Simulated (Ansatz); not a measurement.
A calculation with the code Ansatz. Plane-wave DFT: natural occupations of the f shells on orthogonalised atomic orbitals at the end of the run, rising, by spin; atoms or cell relaxed as the task says.

```
cell
1.0
    -7.8606    0.0000    0.0000
     0.0000   -7.8606    0.0000
     3.9303    3.9303    5.5664
Ca Gd S
4 4 8
Direct
  0.5000 0.5000 0.0000
  0.5000 0.0000 0.0000
  0.0000 0.5000 0.0000
  0.0000 0.0000 0.0000
  0.5000 0.5000 0.5000
  0.5000 0.0000 0.5000
  0.0000 0.5000 0.5000
  0.0000 0.0000 0.5000
  0.7500 0.2500 0.5000
  0.7500 0.7500 0.5000
  0.2500 0.2500 0.5000
  0.2500 0.7500 0.5000
  0.2500 0.2500 0.0000
  0.2500 0.7500 0.0000
  0.7500 0.2500 0.0000
  0.7500 0.7500 0.0000
```

Starting moments (μB): Gd number 1 7.47, Gd number 2 7.47, Gd number 3 7.47, Gd number 4 7.47; others 0.

| quantity | value |
| --- | --- |
| cell charge | 0 e |
| spin | collinear |
| scf start | atoms |
| lower state search | off |
| functional | PBEsol |
| wave cutoff | 420 eV |
| k mesh | 4, 4, 4 |
| k shift | 0, 0, 0 mesh steps |
| gaussian smearing | 0.05 eV |
| task | single point |

Question: How are the f shells occupied at the end?

Answer: 

| shell atom | shell element | shell spin | shell occupation 1 (e) | shell occupation 2 (e) | shell occupation 3 (e) | shell occupation 4 (e) | shell occupation 5 (e) | shell occupation 6 (e) | shell occupation 7 (e) |
| --- | --- | --- | --- | --- | --- | --- | --- | --- | --- |
| 5 | Gd | up | 1 | 1 | 1 | 1 | 1 | 1 | 1 |
| 5 | Gd | down | 0.02 | 0.02 | 0.02 | 0.02 | 0.04 | 0.05 | 0.05 |
| 6 | Gd | up | 1 | 1 | 1 | 1 | 1 | 1 | 1 |
| 6 | Gd | down | 0.02 | 0.02 | 0.02 | 0.02 | 0.04 | 0.05 | 0.05 |
| 7 | Gd | up | 1 | 1 | 1 | 1 | 1 | 1 | 1 |
| 7 | Gd | down | 0.02 | 0.02 | 0.02 | 0.02 | 0.04 | 0.05 | 0.05 |
| 8 | Gd | up | 1 | 1 | 1 | 1 | 1 | 1 | 1 |
| 8 | Gd | down | 0.02 | 0.02 | 0.02 | 0.02 | 0.04 | 0.05 | 0.05 |

Caveats: Gd without a U keeps its half-filled shell, but its 4f levels lie too near the Fermi level; occupations loosely converged; open f or d shells may hold a state above the lowest.
